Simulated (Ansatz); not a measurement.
YIn2Ni:
```
CELL_PARAMETERS angstrom
      2.15621    -5.23383     0.00000
      2.15621     5.23383     0.00000
      0.00000     0.00000     7.29913
ATOMIC_POSITIONS crystal
  Ni 0.21253 0.78747 0.75000
  Ni 0.78747 0.21253 0.25000
  Y  0.93249 0.06751 0.75000
  Y  0.06751 0.93249 0.25000
  In 0.64463 0.35537 0.54970
  In 0.35537 0.64463 0.04970
  In 0.35537 0.64463 0.45030
  In 0.64463 0.35537 0.95030
```

Relaxed with r²SCAN.

Q: Map the electron localisation function on the plane through (0.213, 0.787, 0.750) spanned by u = [0, 0, 1] and v = [1, -1, 0] in lattice vectors, from r²SCAN (plane waves, PAW; program Ansatz).

A: x is the fraction of u, y of v (the angle between them is 90°; rows are the nearest grid lines); atoms in the plane: Ni at (0.00, 0.00), Ni at (0.50, 0.57), Y at (0.00, 0.72), Y at (0.50, 0.85), In at (0.80, 0.43), In at (0.30, 0.14), In at (0.70, 0.14), In at (0.20, 0.43).
```
y \ x   0.000  0.0833  0.194  0.278  0.361  0.444  0.556  0.639  0.722  0.806  0.917   1.00
------  -----  ------  -----  -----  -----  -----  -----  -----  -----  -----  -----  -----
1.00    0.724   0.312  0.273  0.240  0.198  0.129  0.129  0.198  0.240  0.273  0.312  0.724
0.925   0.257   0.172  0.368  0.190  0.083  0.785  0.785  0.083  0.190  0.368  0.172  0.257
0.850   0.144   0.187  0.383  0.131  0.523  0.784  0.784  0.523  0.131  0.383  0.187  0.144
0.775   0.848   0.759  0.071  0.180  0.071  0.603  0.603  0.071  0.180  0.071  0.759  0.848
0.700   0.521   0.863  0.071  0.402  0.431  0.335  0.335  0.431  0.402  0.071  0.863  0.521
0.625   0.551   0.163  0.125  0.310  0.170  0.255  0.255  0.170  0.310  0.125  0.163  0.551
0.550   0.286   0.274  0.203  0.265  0.188  0.375  0.375  0.188  0.265  0.203  0.274  0.286
0.450   0.346   0.245  0.001  0.123  0.284  0.374  0.374  0.284  0.123  0.001  0.245  0.346
0.375   0.335   0.232  0.132  0.259  0.351  0.430  0.430  0.351  0.259  0.132  0.232  0.335
0.300   0.168   0.279  0.343  0.414  0.391  0.196  0.196  0.391  0.414  0.343  0.279  0.168
0.225   0.251   0.388  0.249  0.256  0.252  0.270  0.270  0.252  0.256  0.249  0.388  0.251
0.150   0.428   0.497  0.239  0.000  0.035  0.216  0.216  0.035  0.000  0.239  0.497  0.428
0.0750  0.211   0.178  0.225  0.226  0.263  0.253  0.253  0.263  0.226  0.225  0.178  0.211
0.000   0.724   0.312  0.273  0.240  0.198  0.129  0.129  0.198  0.240  0.273  0.312  0.724
```

The density is the valence pseudo-density with augmentation charge, so density and ELF within about 1 Å of a nucleus are not all-electron values.

Space group Cmcm. The workflow started from an entry of the Crystallography Open Database (COD). Whether it is the stable phase at ambient conditions was not checked. The cell was relaxed with r²SCAN under the symmetry of its start; whether a distortion lowers the energy is not shown. The workflow began spin-polarised and lost its moments.

Potentials: the later of the program's two PAW sets.
